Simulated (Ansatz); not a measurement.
Run on bcc Ta (111), 5 layers: DFT, PBEsol, PAW with Ansatz's default frozen-core files, scalar-relativistic (Ansatz 0.2.0).

The slab is cut from a bulk crystal relaxed on PAW files (its atoms may have been relaxed since).

Command: `ansatz run input.yaml --threads 2 --pin off --max-ram 4096MiB --backend cpu --events-out ev --progress --plain --runs-dir out` It took 2.5 s on 2 threads of AMD EPYC 9R45 96-Core Processor (Zen 5), on a shared host, peak memory 0.64 GiB.

```yaml
crystal:
  lattice:
    - [4.6404568516, 0.0, 0.0]
    - [-2.3202284258, 4.0187535186, 0.0]
    - [0.0, 0.0, 19.7889]
  atoms:
    - { symbol: Ta, position: [0.833333333, 0.166666667, 0.4042666053] }
    - { symbol: Ta, position: [0.166666667, 0.833333333, 0.4521333025] }
    - { symbol: Ta, position: [0.5, 0.5, 0.5] }
    - { symbol: Ta, position: [0.833333333, 0.166666667, 0.5478666975] }
    - { symbol: Ta, position: [0.166666667, 0.833333333, 0.5957333947] }
kpoints:
  mp_grid: { grid: [8, 8, 1] }
scf:
  occupations: { method: fermi_dirac, width: 0.08 }
hamiltonian:
  xc: pbesol
  pseudopotentials: { kind: paw }
output:
  forces: true
  stress: true
  eigenvalues: true
  populations: true
efield:
  axis: 3
  amplitude: 0
  dipole_correction: true
```

Output:

```
Engine: ansatz 0.2.0
Pseudopotentials: kind: paw
Pseudopotential: Ta, paw, valence charge 13, recommended cutoff 420 eV (normal), Ta.paw.azcp
Functional definition: PBEsol
  exchange = pbesol_x
  correlation = pbesol_c
Crystal: 5 atoms, lattice volume = 369.040 Å³
Basis set: ecut = 420 eV, 7273 PW (Γ), exchange–correlation on 64×64×270 points (8 copies of the dense FFT grid, shifted against one another)
Bands: 39, of which v1, the nominal top of the filled ones, is band 33 counted from 1 (32 counted from 0)
Symmetry: 6 space group operations
k-points: 10 of 64 (time reversal used)
Non-local potential: Ta, projectors of the file, l = 0: 3, l = 1: 2, l = 2: 2, l = 3: 1
PAW form: soft (Blöchl's): semilocal exchange-correlation on the pseudo side does not see the compensation charge
PAW frozen core: Ta, regenerated for the run's functional, and the local potential with it (the file was generated under x = pbe(κ = 0.804, μ = 0.2195149727645171), c = pbe(β = 0.06672455060314922))
PAW one-centre angular grid: Ta, 590 points (default); XC on 64 Gauss nodes
Initial density: superposition of atomic densities (neutral atoms: chi_scale 0, normalization atom), corrected by the library's trained network
Initial wavefunctions: pseudopotential atomic-orbital guess
Functional: x = pbesol(κ = 0.804, μ = 0.12345679012345678), c = pbesol(β = 0.046)
SCF iter   1: F=—  HF=-49024.712622 eV  |F-HF|=—  |Δ(HF+E_count)|=         —  Δρ=4.43e-3  dr2=2.47e-1  ethr=1.77e-3  p=0.000 e·Å  D=8.38e-14 V/Å  ΔV_dip=-0.00 eV  dr2_dipole=2.85e-8  V_vac-E_F(+/−)=3.86/3.86 eV  ⟨swp⟩=10.2  Hψ=1929  notcnv=0
efield: sawtooth ramp at fractional position 0.9500 (placed from the atoms, in the widest stretch of the axis that holds none; the zero of the levels goes with the place), width 0.1000; the density the first Hamiltonian is built on has a dipole p = 0.000 e·Å; the dipole correction subtracts the counter field D = 8.38e-14 V/Å, which shifts the + side's vacuum level by -0.00 eV against the − side's; the planar-averaged density in the ramp window peaks in size at 7.3e-5 e/Å³
preconditioner: auto → LDOS  [metal: Δε(μ)=0.061 eV  Ē_g=3.011 eV  σ=0.080 eV  W_gap=0.19  n_scr=66 (ndim 8)  ℏωp=9.7 eV  f_vac=0.617  D(μ)=6.41/eV (n_scr^D=40)  β→1.0]
SCF iter   2: F=—  HF=-49024.693993 eV  |F-HF|=—  |Δ(HF+E_count)|=   1.86e-2  Δρ=2.63e-3  dr2=1.19e-1  ethr=3.80e-4  p=0.000 e·Å  D=2.02e-5 V/Å  ΔV_dip=-0.00 eV  dr2_dipole=5.15e-9  V_vac-E_F(+/−)=3.65/3.66 eV  ⟨swp⟩=3.1  Hψ=697  notcnv=0
SCF iter   3: F=—  HF=-49024.682983 eV  |F-HF|=—  |Δ(HF+E_count)|=   1.10e-2  Δρ=6.64e-4  dr2=9.77e-3  ethr=1.83e-4  p=0.000 e·Å  D=7.66e-6 V/Å  ΔV_dip=-0.00 eV  dr2_dipole=1.60e-11  V_vac-E_F(+/−)=3.70/3.70 eV  ⟨swp⟩=2.0  Hψ=569  notcnv=0
SCF iter   4: F=—  HF=-49024.682314 eV  |F-HF|=—  |Δ(HF+E_count)|=   6.69e-4  Δρ=1.95e-4  dr2=3.22e-4  ethr=1.50e-5  p=-0.000 e·Å  D=-7.56e-7 V/Å  ΔV_dip=0.00 eV  dr2_dipole=3.03e-10  V_vac-E_F(+/−)=3.66/3.66 eV  ⟨swp⟩=2.0  Hψ=505  notcnv=0
SCF iter   5: F=—  HF=-49024.682291 eV  |F-HF|=—  |Δ(HF+E_count)|=   2.28e-5  Δρ=6.21e-5  dr2=2.53e-5  ethr=4.95e-7  p=0.000 e·Å  D=5.12e-7 V/Å  ΔV_dip=-0.00 eV  dr2_dipole=5.33e-10  V_vac-E_F(+/−)=3.65/3.65 eV  ⟨swp⟩=3.1  Hψ=758  notcnv=0
SCF iter   6: F=—  HF=-49024.682511 eV  |F-HF|=—  |Δ(HF+E_count)|=   2.20e-4  Δρ=1.55e-5  dr2=1.60e-6  ethr=3.89e-8  p=-0.000 e·Å  D=-2.59e-7 V/Å  ΔV_dip=0.00 eV  dr2_dipole=6.56e-11  V_vac-E_F(+/−)=3.64/3.64 eV  ⟨swp⟩=2.0  Hψ=564  notcnv=0
SCF iter   7: F=—  HF=-49024.682512 eV  |F-HF|=—  |Δ(HF+E_count)|=   1.57e-6  Δρ=4.36e-6  dr2=1.25e-7  ethr=2.46e-9  p=-0.000 e·Å  D=-1.88e-8 V/Å  ΔV_dip=0.00 eV  dr2_dipole=5.01e-12  V_vac-E_F(+/−)=3.64/3.64 eV  ⟨swp⟩=2.3  Hψ=545  notcnv=0
SCF iter   8: F=-49024.682512 eV  HF=-49024.682512 eV  |F-HF|=2.30e-9  |Δ(HF+E_count)|=   1.03e-7  Δρ=1.44e-6  dr2=1.71e-8  ethr=1.54e-10  p=-0.000 e·Å  D=-2.60e-8 V/Å  ΔV_dip=0.00 eV  dr2_dipole=3.69e-13  V_vac-E_F(+/−)=3.64/3.64 eV  ⟨swp⟩=9.1  Hψ=1779  notcnv=0
SCF 1 converged in 8 iterations: F = -49024.682512 eV  dr2 = 1.71e-8
  greatest PAW one-centre occupation: 1.000 electrons in one spin orbital (limit 2), on the Ta atom at site 3 (counted from 0), in its partial waves of l = 0
SCF converged after 8 iterations
Free energy (F): -49024.682512 eV
Harris-Foulkes:  -49024.682512 eV  (|F-HF|=2.30e-9)
Internal energy: -49024.537319 eV  (E = F + TS)
E sigma→0 (E₀):  -49024.609916 eV
Entropy (-TS):   -0.145193 eV (-29.039 meV/atom)
Fermi energy:    1.912445 eV
Dipole field:    D = 0.000001 V/Å  (p = 0.000001 e·Å, saw-weighted, corrected)
Work function:   Φ+ = 3.6424 eV   Φ− = 3.6425 eV
Levels:          The Fermi level and band energies are counted from a zero that moves with the ramp; work functions are not
--- Per-component energies (eV) ---
  E_band       = -1617.003532
  E_kinetic    = 1811.753676
  E_local      = -41800.404458  (includes V_loc(G=0)·N_el)
  E_nonlocal   = 88.841581
  E_hartree    = 19928.935612
  E_xc         = -1072.408770
  E_vxc        = -1002.748370  (∫ρ·V_xc dr)
  E_paw        = -41360.526612  (= ΣΔE_a)
  E_vpaw       = -572.302990  (= ΣTr[D̂ρ^β])
  E_aug_tail   = 0.000707  (compensation charges beyond the density's cutoff)
  E_efield     = 0.000000  (sawtooth field / dipole correction)
  E_vefield    = 0.000000  (∫n·V_field dr)
  E_ewald      = 13378.202712
  E_core_change = 1.068232  (= ΣΔE_core)
  E_smearing   = -0.145193  (= −TS)
  E_closure    = 0.000000  (closes the sum)
  Σ components = -49024.682512   (vs F -49024.682512, Δ=0.00e0)
--- Forces (eV/Å), atoms counted from 1 ---
  atom   1  Ta     0.00000000     0.00000000     2.58299080
  atom   2  Ta    -0.00000000    -0.00000000     1.00919620
  atom   3  Ta    -0.00000000    -0.00000000     0.00000043
  atom   4  Ta     0.00000000     0.00000000    -1.00919745
  atom   5  Ta    -0.00000000    -0.00000000    -2.58299104
  max |Σ_I F_I| component: 1.06e-6 eV/Å
--- Stress (GPa, compression-positive) ---
       -4.604794      -0.000000      -0.000000
       -0.000000      -4.604794      -0.000000
       -0.000000      -0.000000      -5.079227
  P = ⅓ Tr σ = -4.7629 GPa (-47.629 kbar)
--- Band table (eV; the first three rows and the last of 10) ---
  k-point 0: bands = ["-65.9267", "-65.9235", "-65.6218", "-65.1635", "-65.1610", "-32.5877", "-32.5800", "-32.4476", "-32.4476", "-32.4164", "-32.4164", "-32.2710", "-32.2710", "-32.1212", "-31.7402", "-31.6564", "-31.6564", "-31.6452", "-31.4218", "-31.4218", "-4.7913", "-1.9496", "-1.0615", "-1.0615", "0.3622", "0.5574", "0.5574", "0.6679", "1.0713", "1.0713", "1.4118", "1.4118", "1.5231", "1.8943", "1.8943", "2.4498", "4.1690", "4.1690", "4.2362"]
  k-point 1: bands = ["-65.9262", "-65.9233", "-65.6210", "-65.1644", "-65.1616", "-32.5939", "-32.5884", "-32.4824", "-32.4661", "-32.4175", "-32.4073", "-32.2457", "-32.2397", "-32.1319", "-31.7278", "-31.6679", "-31.6442", "-31.6137", "-31.4515", "-31.4222", "-4.5811", "-1.8744", "-1.0479", "-0.9337", "-0.0447", "0.4154", "0.4982", "0.6887", "0.9525", "1.1951", "1.4475", "1.5402", "1.7915", "1.9957", "2.0579", "2.6249", "3.8494", "4.0568", "4.3108"]
  k-point 2: bands = ["-65.9252", "-65.9229", "-65.6191", "-65.1665", "-65.1632", "-32.6238", "-32.5985", "-32.5410", "-32.4648", "-32.4252", "-32.4013", "-32.2048", "-32.1989", "-32.1430", "-31.7078", "-31.6491", "-31.6136", "-31.5897", "-31.5129", "-31.4245", "-3.9844", "-1.6678", "-1.1108", "-0.5653", "-0.4943", "0.0630", "0.4570", "0.6134", "0.7905", "1.3474", "1.5076", "1.6668", "2.1197", "2.2851", "2.3288", "3.1605", "3.3708", "3.8119", "3.9507"]
  k-point 9: bands = ["-65.9230", "-65.9226", "-65.6156", "-65.1688", "-65.1673", "-32.6587", "-32.6488", "-32.5099", "-32.5021", "-32.4105", "-32.3848", "-32.2251", "-32.2148", "-32.1212", "-31.6508", "-31.6430", "-31.6242", "-31.5201", "-31.4953", "-31.4872", "-1.9371", "-1.9126", "-1.5096", "-0.8393", "-0.3903", "-0.0534", "0.7006", "1.1488", "1.2350", "1.3044", "1.4152", "1.7537", "1.8931", "2.0847", "2.5440", "2.6733", "3.1586", "3.2465", "3.6555"]
--- Löwdin populations: 5 sites ---
  site symbol       q [e]
     0     Ta     12.9295
     1     Ta     12.9722
     2     Ta     12.7963
     3     Ta     12.9722
     4     Ta     12.9295
  spilling = 0.006158 (of n_electrons = 65.000000)
```

populations.tsv:

```
# site	symbol	l	j	q
# orbitals = lowdin
# n_electrons = 65.000000
# spilling = 0.006158
0	Ta	0_5S	-	1.973682
0	Ta	0_6S	-	1.063068
0	Ta	1_5P	-	5.973829
0	Ta	2_5D	-	3.918879
1	Ta	0_5S	-	1.955769
1	Ta	0_6S	-	0.920852
1	Ta	1_5P	-	5.975360
1	Ta	2_5D	-	4.120258
2	Ta	0_5S	-	1.955850
2	Ta	0_6S	-	0.883392
2	Ta	1_5P	-	5.982040
2	Ta	2_5D	-	3.975023
3	Ta	0_5S	-	1.955769
3	Ta	0_6S	-	0.920852
3	Ta	1_5P	-	5.975360
3	Ta	2_5D	-	4.120259
4	Ta	0_5S	-	1.973682
4	Ta	0_6S	-	1.063068
4	Ta	1_5P	-	5.973829
4	Ta	2_5D	-	3.918878
```

Next run (atoms relaxed), as changes to the input before:

```diff
   eigenvalues: true
-  populations: true
+  write_density: true
+  write_potential: true
+  elf: true
+  volumetric_format: npy
+relax:
+  f_tol: 0.01
+  max_steps: 40
 efield:
```

Results part of the output:

```
Warning: output.stress: scf.convergence.dr2_threshold = 1e-7 eV (the SCF's general default) is looser than the 5e-10 eV advised for a printed stress (1e-10 eV for each atom of the cell: 5). What an SCF threshold leaves in a stress goes as its square root, and in the free energy as the threshold itself, and one threshold admits the most on a small cell: of the crystals measured, under no hybrid fun
WARN: The output density's exchange-correlation potential varies sharply where the density is thin. Do not read a vacuum level from v_tot or v_xc, or from such a field of the output density. On a cell that repeats whose density bears no net charge and no dipole along the vacuum's axis use v_es (v_loc + v_h of the components); under efield.dipole_correction with no amplitude use v_es + v_field, which holds any external_charges[].barrier, or the levels of the report's work_function block, which leave it out; under a non-zero efield.amplitude the vacuum is tilted and has no level; on a cell that repeats and bears such a dipole with no correction it is tilted too, and efield.dipole_correction with no amplitude gives each side of its ramp a level where efield: is served; in a cell that repeats whose density bears a net charge (total_charge, or a fill off its count) it is curved and has none; of a slab under crystal.periodic whose density bears no net charge use v_es, which has a level on each side, short of where the two are joined; of another it falls or rises all the way out and has none; of a slab beside external_charges read slab_vacuum_level instead, which it has where they leave it neutral. The grid or the basis barely resolves most such structure, and the values can differ between equally converged runs; as a rule a tighter scf.convergence.dr2_threshold does not remove it. Where the density itself ripples (under the LDA too) a higher basis.ecutwfc lessens it. The files hold the spikes' plane waves up to the density's cutoff. Files: v_tot_of_output_density and the like, and their columns of v_z.tsv (output.write_potential); v_xc_of_output_density and the like, and their columns of v_comp_z.tsv (output.write_potential_components). Measured: with its Gaussian average of σ = 0.25 Å subtracted twice, the exchange-correlation potential is over 0.1 eV at 882 of the grid points where the equally averaged density (valence and model cores) is under 1e-3 e/Å³, and 0.466 eV at the most among them, at an averaged density of 2.4e-8 e/Å³. The input density's (outcome.potential() and, of a run that writes arrays, v_tot and v_xc) is over 0.1 eV, so measured, at 2 points of its own thin density, 0.113 eV at the most. See output.write_potential in the manual, Limitations
SCF converged after 4 iterations
Free energy (F): -49025.506105 eV
Harris-Foulkes:  -49025.506105 eV  (|F-HF|=1.43e-9)
Internal energy: -49025.409005 eV  (E = F + TS)
E sigma→0 (E₀):  -49025.457555 eV
Entropy (-TS):   -0.097100 eV (-19.420 meV/atom)
Fermi energy:    1.766333 eV
[... lines left out ...]
  k-point 9: bands = ["-65.7121", "-65.7102", "-65.6517", "-65.0236", "-65.0230", "-32.7650", "-32.7424", "-32.5282", "-32.4630", "-32.3937", "-32.3321", "-32.1483", "-32.1210", "-32.0789", "-31.5127", "-31.5108", "-31.4297", "-31.4119", "-31.3060", "-31.3011", "-2.3229", "-2.1335", "-1.9011", "-1.0876", "-0.6908", "-0.6861", "0.5348", "0.9279", "0.9811", "0.9830", "1.1933", "1.6911", "1.7210", "1.9796", "2.5100", "2.6497", "3.0391", "3.1149", "3.7301"]
--- Relaxed structure (5 steps of the walk, 5 accepted, 0 SCFs on fresh bases) ---
  F+E_penalty+E_count = -49025.50610527 eV   max|allowed force component| = 5.427e-5 eV/Å
  atoms:
    - { symbol: Ta, position: [0.8333333333333334, 0.16666666666666666, 0.4160338700833392] }
    - { symbol: Ta, position: [0.16666666666666674, 0.8333333333333335, 0.45602647643377464] }
    - { symbol: Ta, position: [0.5, 0.5000000000000001, 0.49999998599536183] }
    - { symbol: Ta, position: [0.8333333333333334, 0.16666666666666666, 0.5439735287288348] }
    - { symbol: Ta, position: [0.16666666666666674, 0.8333333333333335, 0.5839661387586895] }
```

Next run (vacuum of 22 Å), as changes to the input before:

```diff
-    - [0.0, 0.0, 19.7889]
+    - [0.0, 0.0, 25.3232]
   atoms:
-    - { symbol: Ta, position: [0.833333333, 0.166666667, 0.4042666053] }
-    - { symbol: Ta, position: [0.166666667, 0.833333333, 0.4521333025] }
-    - { symbol: Ta, position: [0.5, 0.5, 0.5] }
-    - { symbol: Ta, position: [0.833333333, 0.166666667, 0.5478666975] }
-    - { symbol: Ta, position: [0.166666667, 0.833333333, 0.5957333947] }
+    - { symbol: Ta, position: [0.8333333333, 0.1666666667, 0.4343843813] }
+    - { symbol: Ta, position: [0.1666666667, 0.8333333333, 0.4656367383] }
+    - { symbol: Ta, position: [0.5, 0.5, 0.4999999856] }
+    - { symbol: Ta, position: [0.8333333333, 0.1666666667, 0.5343632588] }
+    - { symbol: Ta, position: [0.1666666667, 0.8333333333, 0.5656156187] }
 kpoints:
   eigenvalues: true
-  write_density: true
-  write_potential: true
-  elf: true
-  volumetric_format: npy
-relax:
-  f_tol: 0.01
-  max_steps: 40
 efield:
```

Command: `ansatz run input.yaml --threads 2 --pin off --max-ram 4096MiB --backend cpu --events-out ev --progress --plain --runs-dir out` It took 2.6 s on 2 threads of AMD EPYC 9R45 96-Core Processor (Zen 5), on a shared host, peak memory 0.69 GiB.

Results part of the output:

```
SCF 1 converged in 8 iterations: F = -49025.506122 eV  dr2 = 1.26e-8
  greatest PAW one-centre occupation: 1.000 electrons in one spin orbital (limit 2), on the Ta atom at site 1 (counted from 0), in its partial waves of l = 0
SCF converged after 8 iterations
Free energy (F): -49025.506122 eV
Harris-Foulkes:  -49025.506122 eV  (|F-HF|=3.53e-8)
Internal energy: -49025.409021 eV  (E = F + TS)
E sigma→0 (E₀):  -49025.457571 eV
Entropy (-TS):   -0.097101 eV (-19.420 meV/atom)
Fermi energy:    0.547288 eV
Dipole field:    D = 0.000001 V/Å  (p = 0.000004 e·Å, saw-weighted, corrected)
Work function:   Φ+ = 3.8119 eV   Φ− = 3.8119 eV
Levels:          The Fermi level and band energies are counted from a zero that moves with the ramp; work functions are not
--- Per-component energies (eV) ---
  E_band       = -1699.931515
  E_kinetic    = 1825.381046
  E_local      = -62349.065035  (includes V_loc(G=0)·N_el)
  E_nonlocal   = 93.994797
  E_hartree    = 30157.587976
  E_xc         = -1077.748516
  E_vxc        = -1009.717505  (∫ρ·V_xc dr)
  E_paw        = -41363.252259  (= ΣΔE_a)
  E_vpaw       = -575.702071  (= ΣTr[D̂ρ^β])
  E_aug_tail   = 0.000705  (compensation charges beyond the density's cutoff)
  E_efield     = 0.000000  (sawtooth field / dipole correction)
  E_vefield    = 0.000000  (∫n·V_field dr)
  E_ewald      = 23686.624033
  E_core_change = 1.068232  (= ΣΔE_core)
  E_smearing   = -0.097101  (= −TS)
  E_closure    = -0.000000  (closes the sum)
  Σ components = -49025.506122   (vs F -49025.506122, Δ=0.00e0)
--- Forces (eV/Å), atoms counted from 1 ---
  atom   1  Ta     0.00000000     0.00000000    -0.00004867
  atom   2  Ta     0.00000000    -0.00000000     0.00009679
  atom   3  Ta     0.00000000    -0.00000000     0.00000234
  atom   4  Ta     0.00000000     0.00000000    -0.00010163
  atom   5  Ta     0.00000000    -0.00000000     0.00004690
  max |Σ_I F_I| component: 4.26e-6 eV/Å
--- Stress (GPa, compression-positive) ---
       -1.445051      -0.000000      -0.000000
       -0.000000      -1.445051      -0.000000
       -0.000000      -0.000000      -0.000070
  P = ⅓ Tr σ = -0.9634 GPa (-9.634 kbar)
--- Band table (eV; the first three rows and the last of 10) ---
  k-point 0: bands = ["-66.9493", "-66.9262", "-66.8683", "-66.2365", "-66.2339", "-33.8882", "-33.8428", "-33.6385", "-33.6385", "-33.5884", "-33.5884", "-33.5179", "-33.5179", "-33.3760", "-32.7540", "-32.7540", "-32.5962", "-32.5503", "-32.5503", "-32.5415", "-6.2917", "-3.1469", "-2.8166", "-2.8166", "-0.9315", "-0.9315", "-0.6478", "-0.5629", "-0.4761", "-0.4761", "-0.1560", "0.0663", "0.0663", "0.8588", "0.8588", "1.3181", "2.9092", "2.9092", "3.3353"]
  k-point 1: bands = ["-66.9473", "-66.9263", "-66.8687", "-66.2372", "-66.2351", "-33.9045", "-33.8502", "-33.7346", "-33.7033", "-33.5259", "-33.5111", "-33.4897", "-33.4752", "-33.3840", "-32.7499", "-32.7463", "-32.5935", "-32.5842", "-32.5504", "-32.5386", "-6.0710", "-3.1064", "-2.7487", "-2.7002", "-1.4886", "-1.0209", "-0.8838", "-0.5879", "-0.5410", "-0.3350", "0.0337", "0.0895", "0.4192", "0.9114", "0.9979", "1.5385", "2.6515", "2.8043", "3.1760"]
  k-point 2: bands = ["-66.9421", "-66.9265", "-66.8696", "-66.2389", "-66.2379", "-33.9477", "-33.8670", "-33.8338", "-33.6984", "-33.5364", "-33.5157", "-33.3936", "-33.3874", "-33.3546", "-32.7530", "-32.7264", "-32.6732", "-32.5650", "-32.5518", "-32.5344", "-5.4494", "-3.0174", "-2.6755", "-2.3636", "-2.0624", "-1.2897", "-1.0887", "-0.7943", "-0.5833", "-0.1745", "0.0302", "0.0407", "0.9179", "1.0724", "1.1330", "2.1365", "2.3531", "2.5990", "2.6129"]
  k-point 9: bands = ["-66.9311", "-66.9292", "-66.8708", "-66.2426", "-66.2420", "-33.9841", "-33.9615", "-33.7473", "-33.6821", "-33.6127", "-33.5512", "-33.3674", "-33.3400", "-33.2980", "-32.7317", "-32.7298", "-32.6487", "-32.6309", "-32.5251", "-32.5202", "-3.5420", "-3.3525", "-3.1201", "-2.3067", "-1.9099", "-1.9051", "-0.6842", "-0.2911", "-0.2380", "-0.2360", "-0.0257", "0.4720", "0.5019", "0.7605", "1.2910", "1.4306", "1.8200", "1.8958", "2.5110"]
```

Spin–orbit coupling is left out, which matters for the heavy atoms. The PAW files were made under PBE.
